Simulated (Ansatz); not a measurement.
Fe3C in space group P6_322 (No. 182; Fe on 6g, C on 2c) at seven volumes, the program Ansatz at the r²SCAN level (PAW), shape and atoms relaxed at each. One row is withheld.

| V (Å³/atom) | P (GPa) |
|---|---|
| 9.255 | 24.26 |
| 9.560 | ? |
| 9.865 | 6.80 |
| 10.170 | 0.00 |
| 10.475 | -5.34 |
| 10.780 | -10.26 |
| 11.085 | -14.37 |

### Question
Fit the shown pressures and predict the withheld one.

### Answer
P = (3/2)B₀(x^(7/2) − x^(5/2))[1 + (3/4)(B′ − 4)(x − 1)] with x = (V₀/V)^(2/3). Least squares on the six rows gives V₀ = 10.176 Å³/atom, B₀ = 204 GPa, B′ = 4.69. At V = 9.560, x = 1.0425 and P = 14.75 GPa. The run itself gave 14.86 GPa.

The workflow started from a Materials Project entry (that database holds measured and hypothetical structures alike); the Crystallography Open Database copy checked does not list it. COD files the formula under space group No. 62, so this cell is another polymorph or a model. Whether it is the stable phase at ambient conditions was not checked. The r²SCAN relaxation kept the symmetry of its start; whether a distortion lowers the energy is not shown. Spin order of the final state: ferromagnetic, chosen from 5 collinear starts compared on coarse meshes (ties went to the first, and starts can fall back to one state), not a proven ground state. Other orbital occupations within this spin state were not tried.

Potentials: the later of the program's two PAW sets.
